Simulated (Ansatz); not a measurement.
## Si (dhcp): energy against volume

Theory: DFT, BLYP, plane waves (420 eV) with PAW, scalar-relativistic in Ansatz 0.2.0. The PAW files were generated under PBE, with cores re-solved for the functional.

The cell is scaled uniformly from the relaxed one, with fractional coordinates and shape fixed. Energies are extrapolated to zero smearing, pressures are those at the given smearing. Magnetic state: spin not included.

A Birch-Murnaghan fit gives V₀ = 16.51 Å³/atom, B₀ = 52 GPa, B₀′ = 4.1.

(1) What are the energy above the minimum and the pressure at 14.487 Å³/atom?

(2) What are the energy above the minimum and the pressure at 15.804 Å³/atom?

(3) What are the energy above the minimum and the pressure at 17.779 Å³/atom?

Answers

(1) 50.4 meV/atom and 8.97 GPa as computed.

(2) 5.3 meV/atom and 2.56 GPa as computed.

(3) 13.9 meV/atom and -3.28 GPa as computed.
